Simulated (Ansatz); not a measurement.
What a trial cell of BeBi2Se6 relaxes into

All numbers below come from DFT PBE, scalar-relativistic, plane waves, PAW in Ansatz. Cutoff 420 eV, Gaussian smearing, Γ-centred meshes. Cell and atoms relax first on a coarse mesh and then on a finer one. In between, the cell is made exact in the group found at 0.06 Å. In metals the finer mesh still leaves noise of several meV/atom or more. The steps can't lower the symmetry of their start. No spin polarisation.

The guess for BeBi2Se6 was made by a generator: perovskite family, AX3 layers stacked AB (P-3m1, No. 164) (A site Bi; B site Be vacant; X site Se). The dimensions are guesses.

```cif
data_structure
_symmetry_space_group_name_H-M 'P-3m1'
_symmetry_Int_Tables_number 164
_cell_length_a 6.4550
_cell_length_b 6.4550
_cell_length_c 5.4222
_cell_angle_alpha 90.000
_cell_angle_beta 90.000
_cell_angle_gamma 120.000
_cell_volume 195.66
loop_
_atom_site_label
_atom_site_type_symbol
_atom_site_symmetry_multiplicity
_atom_site_Wyckoff_symbol
_atom_site_fract_x
_atom_site_fract_y
_atom_site_fract_z
_atom_site_occupancy
Be1 Be 1 b 0.00000 0.00000 0.50000 1
Bi1 Bi 2 d 0.33333 0.66667 0.75000 1
Se1 Se 6 i 0.83333 0.66667 0.75000 1
```

Formation energies are uncorrected and refer to the elements' standard structures at the same level.

Question: Where does the relaxation end?

Answer: The symmetry stays P-3m1 (No. 164). The volume per atom grows by 9.2 %, from 21.7 to 23.7 Å³. The shortest distance goes from 2.30 Å (Be–Se) to 2.42 Å (Be–Se). The ratio c/a of the conventional cell changes by a factor of 0.76. The energy falls by about 0.16 eV/atom (the start's value is from the coarse mesh). Conventional cell: a = 7.274 Å, c = 4.663 Å. Around Be lie 6 Se at 2.42 Å; Bi is surrounded by 3 Se at 2.83 Å and 3 Se at 3.50 Å; around Se lie 1 Be at 2.42 Å and 1 Bi at 2.83 Å.

```
Be Bi Se
1.0
     7.27424    0.00000    0.00000
    -3.63712    6.29967    0.00000
     0.00000    0.00000    4.66319
Be Bi Se
1 2 6
Direct
  0.00000 0.00000 0.50000
  0.33333 0.66667 0.64007
  0.66667 0.33333 0.35993
  0.83456 0.66911 0.76155
  0.33089 0.16544 0.76155
  0.83456 0.16544 0.76155
  0.16544 0.33089 0.23845
  0.66911 0.83456 0.23845
  0.16544 0.83456 0.23845
```

Question: How does it come out in energy, and is it a metal?

Answer: The energy over the elements is +0.01 eV/atom and the gap on the 6×6×8 mesh of the 9-atom cell is 0 eV (a metal).

The formation energy is too near zero to say whether this cell lies below the elements.

The last run used Gaussian smearing of 0.10 eV. The k mesh leaves some 4 meV/atom of noise in the energy of each metallic cell. Weakly bound directions are ill-defined at this level, which has no dispersion term. These runs have no spin–orbit coupling, which can matter for Bi. The reference form of Se is held partly by dispersion forces, which this level lacks. A structure relaxed within its symmetry needn't be a true minimum. In all, the 3 runs took 19 min on 1 thread of Intel(R) Xeon(R) Processor @ 2.50GHz (Skylake/Cascade Lake), on a shared host.
